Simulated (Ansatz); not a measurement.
A trial cell of Zr was relaxed with PBE (plane waves to 420 eV, PAW, scalar-relativistic; Ansatz, an electronic-structure program).

Before: I4/mmm (No. 139), tI8; a = b = 6.8677 Å, c = 3.9427 Å, α = β = γ = 90.00°.

After relaxation:

Simulated powder pattern, Ag Kα, λ = 0.560885 Å (kinematic, ideal powder, no thermal factors, no anomalous dispersion; the 24 strongest lines at most, above 1 %, up to 2θ = 30°):

```csv
2θ (°),I/Imax (%)
11.05,100
15.65,80
19.20,30
22.21,15
24.87,41
27.29,31
```

Question: Identify the relaxed structure from its pattern: crystal system, space group and cell.

Answer: Cubic, Pm-3m (No. 221), cP1, AFLOW prototype A_cP1_221_a (A_h); a = 2.9124 Å, b = 2.9124 Å, c = 2.9124 Å, α = 90.00°, β = 90.00°, γ = 90.00°. Sites: Zr 1b (0.500, 0.500, 0.500).

Question: Index the strongest lines.

Answer: 11.05° (100), 15.65° (110), 19.20° (111), 24.87° (210), 27.29° (211).

No spin polarisation in the result.

The run could not lose the symmetry of its start: the end is stationary, and may be a saddle point rather than a minimum.

The relaxed structure here is a generated cell of Zr: the first start was made by placing the elements on the sites of a structure type, and the end was not matched to a known phase here, so it may be hypothetical. Known forms of Zr include space group No. 194.
